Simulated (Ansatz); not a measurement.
AgCl (rock salt)

```
AgCl
1.0
    0.00000     2.77252     2.77252
    2.77252     0.00000     2.77252
    2.77252     2.77252     0.00000
Cl Ag
1 1
Direct
  0.00000   0.00000   0.00000
  0.50000   0.50000   0.50000
```

The slice is a {111} plane (indices of the conventional cell) through the point (0.500, 0.500, 0.500) (fractional), spanned by u = [100] and v = [-1 2 0] in vectors of this cell: u (3.92 Å) and v (6.79 Å, at 90° to u). It covers one period; positions are fractions (u, v).

These are r2SCAN (plane waves to 500 eV, PAW, scalar-relativistic; Ansatz, a first-principles code) values and carry that method's errors. k mesh 10×10×10. These are valence fields of a PAW run, semicore shells included where kept as valence: close to a nucleus they are smooth pseudo fields. AgCl was relaxed with its symmetry unable to fall.

Predict the map of the electron localisation function (ELF) on the slice.


```
|xx9741000001479x|
|x986310000013689|
|8763100010001367|
|4431000121000134|
|1110000121000011|
|0000000111000000|
|0000000000000000|
|1100000000000001|
|2100001111100001|
|2100013444310001|
|1000136787631000|
|00013689x9863100|
|0001479xxx974100|
|000148xxxxx84100|
|0001479xxx974100|
|00013689x9863100|
|1000136787631000|
|2100013444310001|
|2100001111100001|
|1100000000000001|
|0000000000000000|
|0000000111000000|
|1110000121000011|
|4431000121000134|
|8763100010001367|
|x986310000013689|
|xx9741000001479x|
|xxx84100000148xx|
```
Scale: ten equal steps from 0.03 (start of '0') to 0.60 (end of '9'), in the order '0123456789'. Values: electron localisation function (ELF). The map has 16 points along u (one character each, u = 0 at the left) and 28 along v (v = 0 in the bottom row). Points within 0.5 Å of a nucleus are blanked (x), as the pseudised field means little there.
